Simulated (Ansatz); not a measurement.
Relaxed SrTiO3 (cubic perovskite):

```xyz
5
Lattice="3.9070 0.0000 0.0000 0.0000 3.9070 0.0000 0.0000 0.0000 3.9070" Properties=species:S:1:pos:R:3 pbc="T T T"
Sr     0.0000     0.0000     0.0000
Ti     1.9535     1.9535     1.9535
O      0.0000     1.9535     1.9535
O      1.9535     1.9535     0.0000
O      1.9535     0.0000     1.9535
```

In this cell atom 1 (Sr, nearest neighbour O at 2.763 Å; its periodic images, 3.9 Å or more away, move with it) is moved by s along Cartesian [110], unit vector (0.707, 0.707, 0.000); all other atoms and the cell stay fixed.

These are r2SCAN (plane waves to 500 eV, PAW, scalar-relativistic; Ansatz, a first-principles code) values and carry that method's errors. k mesh 7×7×7 (Γ-centred), Fermi-Dirac smearing 0.05 eV. Compression counts positive. Left out: 2 of 11 points, with atoms too close for the PAW data. F∥ is the force on the atom along that direction. SrTiO3 is run without spin polarisation. SrTiO3 was relaxed with its symmetry unable to fall. 

```json
[
 {"s (Å)": "-0.664", "F∥ (eV/Å)": "6.189", "P (GPa)": "13.4"},
 {"s (Å)": "-0.498", "F∥ (eV/Å)": "3.402", "P (GPa)": "…"},
 {"s (Å)": "-0.332", "F∥ (eV/Å)": "1.732", "P (GPa)": "…"},
 {"s (Å)": "-0.166", "F∥ (eV/Å)": "0.713", "P (GPa)": "0.7"},
 {"s (Å)": "0.000", "F∥ (eV/Å)": "0.000", "P (GPa)": "0.0"},
 {"s (Å)": "0.166", "F∥ (eV/Å)": "-0.713", "P (GPa)": "0.7"},
 {"s (Å)": "0.332", "F∥ (eV/Å)": "-1.732", "P (GPa)": "…"},
 {"s (Å)": "0.498", "F∥ (eV/Å)": "-3.402", "P (GPa)": "…"},
 {"s (Å)": "0.664", "F∥ (eV/Å)": "-6.189", "P (GPa)": "13.4"}
]
```

Complete the blanks.


- -0.498, P (GPa): 6.9
- -0.332, P (GPa): 2.9
- 0.332, P (GPa): 2.9
- 0.498, P (GPa): 6.9

(A displaced cell: forces are minus the slopes of the energy, force constants its curvatures, and phonons follow from these.)
